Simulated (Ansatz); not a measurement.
## TiO2 (rutile): scan of one atom of the cell

Starting cell, TiO₂ (rutile):

```
TiO2
1.0
    4.64353     0.00000     0.00000
    0.00000     4.64353     0.00000
    0.00000     0.00000     2.96370
Ti O
2 4
Cartesian
  0.00000   0.00000   0.00000
  2.32176   2.32176   1.48185
  1.41684   1.41684   0.00000
  3.73860   0.90493   1.48185
  0.90493   3.73860   1.48185
  3.22669   3.22669   0.00000
```

In this cell atom 1 (Ti, nearest neighbour O at 1.958 Å; its periodic images, 3.0 Å or more away, move with it) is moved by s along Cartesian [110], unit vector (0.707, 0.707, 0.000); all other atoms and the cell stay fixed.

Level of theory: PBE (plane waves to 420 eV, PAW, scalar-relativistic; Ansatz, a program for electronic structure). k mesh 6×6×9 (Γ-centred), Fermi-Dirac smearing 0.05 eV. E stands for the smeared free energy. Stress and pressure are positive under compression. F∥ is the force on the atom along that direction. The PAW data are Ansatz's earlier set. TiO2 is run without spin polarisation. TiO2 was relaxed with its symmetry unable to fall. ΔE is measured from the undisplaced structure.

```json
[
 {"s (Å)": "-0.200", "ΔE (meV/cell)": "223.8", "F∥ (eV/Å)": "2.649", "P (GPa)": "2.19"},
 {"s (Å)": "-0.160", "ΔE (meV/cell)": "133.7", "F∥ (eV/Å)": "1.883", "P (GPa)": "1.37"},
 {"s (Å)": "-0.120", "ΔE (meV/cell)": "71.1", "F∥ (eV/Å)": "1.274", "P (GPa)": "0.75"},
 {"s (Å)": "-0.080", "ΔE (meV/cell)": "30.2", "F∥ (eV/Å)": "0.783", "P (GPa)": "0.33"},
 {"s (Å)": "-0.040", "ΔE (meV/cell)": "7.4", "F∥ (eV/Å)": "0.371", "P (GPa)": "0.09"},
 {"s (Å)": "0.000", "ΔE (meV/cell)": "0.0", "F∥ (eV/Å)": "0.000", "P (GPa)": "0.00"},
 {"s (Å)": "0.040", "ΔE (meV/cell)": "7.4", "F∥ (eV/Å)": "-0.371", "P (GPa)": "0.09"},
 {"s (Å)": "0.080", "ΔE (meV/cell)": "30.2", "F∥ (eV/Å)": "-0.783", "P (GPa)": "0.33"},
 {"s (Å)": "0.120", "ΔE (meV/cell)": "71.1", "F∥ (eV/Å)": "-1.274", "P (GPa)": "0.75"},
 {"s (Å)": "0.160", "ΔE (meV/cell)": "133.7", "F∥ (eV/Å)": "-1.883", "P (GPa)": "1.37"},
 {"s (Å)": "0.200", "ΔE (meV/cell)": "223.8", "F∥ (eV/Å)": "-2.649", "P (GPa)": "2.19"}
]
```

Derived quantities:

```
Property                                                                                                                                                  Value
--------------------------------------------------------  -----------------------------------------------------------------------------------------------------
Energy at s = 0.200 Å                                                                                                                            223.8 meV/cell
Force along the line at s = -0.200 Å                                                                                                                  2.65 eV/Å
Symmetry of the curve                                                                                                             even: the same for both signs
Shape of the curve                                                                               a single well with its minimum at or next to zero displacement
Force constant k = d²E/ds² at s = 0 (finite differences)                                                                                             9.12 eV/Å²
Harmonic estimate at the end of the scan                  ½ks² = 182.3 meV/cell against the computed 223.8 meV/cell, so the well is stiffer than harmonic there
```

(A displaced cell: forces are minus the slopes of the energy, force constants its curvatures, and phonons follow from these.)
